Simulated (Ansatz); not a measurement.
FeS₂:
```yaml
crystal:
  lattice:
    - [5.28445, 0.00000, 0.00000]
    - [0.00000, 5.28445, 0.00000]
    - [0.00000, 0.00000, 5.28445]
  atoms:
    - { symbol: Fe, position: [0.00000, 0.50000, 0.50000] }
    - { symbol: Fe, position: [0.50000, 0.50000, 0.00000] }
    - { symbol: Fe, position: [0.50000, 0.00000, 0.50000] }
    - { symbol: Fe, position: [0.00000, 0.00000, 0.00000] }
    - { symbol: S, position: [0.38129, 0.11871, 0.88129] }
    - { symbol: S, position: [0.61871, 0.88129, 0.11871] }
    - { symbol: S, position: [0.11871, 0.88129, 0.38129] }
    - { symbol: S, position: [0.88129, 0.11871, 0.61871] }
    - { symbol: S, position: [0.88129, 0.38129, 0.11871] }
    - { symbol: S, position: [0.11871, 0.61871, 0.88129] }
    - { symbol: S, position: [0.61871, 0.61871, 0.61871] }
    - { symbol: S, position: [0.38129, 0.38129, 0.38129] }
```

Relaxed with LDA. Special points in fractions of this cell's reciprocal vectors: Γ (0.000, 0.000, 0.000); X (0.000, 0.500, 0.000); M (0.500, 0.500, 0.000); R (0.500, 0.500, 0.500); X1 (0.500, 0.000, 0.000).

Question: List the band energies nearest the valence-band maximum at these points for LDA in the plane-wave PAW code Ansatz.

Answer: In eV from the valence-band maximum; about four levels below and three above (degenerate sets whole), none deeper than 8.9 eV; points with the same levels are listed once.

```
k                    below                above
-  -----------------------  -------------------
Γ  -0.35 -0.35 -0.35 -0.08  0.19 1.69 1.69 1.69
X  -0.19 -0.19 -0.02 -0.02  1.69 1.69 1.73 1.73
M  -0.18 -0.18 -0.18 -0.18  1.91 1.91 1.91 1.91
R  -0.45 -0.45 -0.45 -0.45  1.65 1.65 1.65 1.65
```

Space group Pa-3. The LDA relaxation kept the symmetry of its start; phonons on a q-mesh show no instability. No spin polarisation was allowed.

Potentials: the later of the program's two PAW sets.
